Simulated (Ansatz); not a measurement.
AlN (wurtzite, space group No. 186), PBEsol in the plane-wave PAW code Ansatz. The conduction-band minimum lies at Γ, with 1 equivalent valley. Second derivatives d²E/dk² of the lowest band at one valley (eV·Å²), along Cartesian directions:

| direction | d²E/dk² |
|---|---|
| [100] | 25.49 |
| [010] | 25.49 |
| [001] | 26.58 |
| [110] | 25.49 |
| [101] | 26.04 |
| [011] | 26.04 |

Q: Find the principal effective masses, the density-of-states mass and the conductivity mass.

A: Off-diagonal terms follow from H_xy = H[110] − (H_xx + H_yy)/2, and m*/mₑ = 7.620 eV·Å² over each eigenvalue: 0.29, 0.30, 0.30. One valley's DOS mass (m₁m₂m₃)^(1/3) = 0.29, conductivity mass 3/(Σ 1/mᵢ) = 0.29 mₑ.

Q: What effective density of states Nc follows at 300 K for parabolic valleys?

A: Nc = 2.509e19 × 1 × (0.29)^(3/2) ≈ 3.9e18 cm⁻³.

Space group P6_3mc (wurtzite). The cell was relaxed with PBEsol under the symmetry of its start.

Potentials: the earlier of the program's two PAW sets. The files were generated under PBE; for other functionals the program regenerates the frozen cores, and for LDA and PBEsol the local potential too.

Edges and masses are those of Kohn–Sham bands, whose gap is no quasiparticle gap.
